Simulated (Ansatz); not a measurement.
GaSb (zinc blende), conventional cell a = b = c = 6.111 Å, α = β = γ = 90.00°. The calculation uses the primitive cell of 2 atoms, to which meshes and values per cell refer.

Two coordinates are scanned: the volume, and the ratio of the stretch along z (the conventional c axis) to the stretch across it. Atoms keep their fractional coordinates.

All values below come from PBEsol (plane waves to 420 eV, PAW, scalar-relativistic; Ansatz, a program for electronic structure). k mesh 13×13×13 (Γ-centred), Fermi-Dirac smearing 0.05 eV. Stress and pressure are positive under compression. With partly filled bands, the response to shear is sensitive to the k mesh, so small differences along c/a are uncertain. At this level the bands of GaSb touch or barely overlap; measurements give the solid a gap. GaSb was relaxed with its symmetry unable to fall. Spin-orbit coupling is left out, though Sb is heavy. 

Task: Predict the P (GPa) at all points of the grid V/V₀ = 0.920, 0.960, 1.000, 1.040, 1.080 by (c/a)/(c/a)₀ = 0.880, 0.940, 1.000, 1.060, 1.120.

Result: P (GPa), with V/V₀ across and (c/a)/(c/a)₀ down:

| (c/a)/(c/a)₀ \ V/V₀ | 0.920 | 0.960 | 1.000 | 1.040 | 1.080 |
|---|---|---|---|---|---|
| 0.880 | 4.9 | 2.0 | -0.2 | -2.0 | -3.4 |
| 0.940 | 5.2 | 2.3 | 0.0 | -1.9 | -3.3 |
| 1.000 | 5.2 | 2.3 | 0.0 | -1.8 | -3.3 |
| 1.060 | 5.2 | 2.3 | 0.0 | -1.9 | -3.3 |
| 1.120 | 5.1 | 2.2 | -0.1 | -1.9 | -3.3 |

(A scan under strain: stresses follow from slopes of the energy per volume, elastic moduli from its curvatures.)
